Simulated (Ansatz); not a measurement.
NbAs (CsCl type, Pm-3m) under volume change, PBEsol in the plane-wave PAW code Ansatz, scaled uniformly.

```tsv
V (Å³/atom)	E − E(relaxed) (meV/atom)	P (GPa)
14.634	87.4	21.06
15.116	36.7	12.87
15.599	8.7	5.92
16.081	0.0	0.00
16.564	7.8	-5.04
17.046	29.6	-9.33
17.528	63.3	-12.97
```

Question: What does a third-order Birch–Murnaghan fit give for V₀, B₀ and B′?

Answer: V₀ = 16.08 Å³/atom, B₀ = 182 GPa, B′ = 4.4.

The cell is a constructed one: a structure type filled with these elements; neither database checked (COD, Materials Project) lists it. COD files the formula under space group No. 109, so this cell is another polymorph or a model. Its standing as an ambient phase is unchecked. The PBEsol relaxation kept the symmetry of its start; of distortions, only those at the zone centre were tested. The run is not spin-polarised.

Potentials: the earlier of the program's two PAW sets.
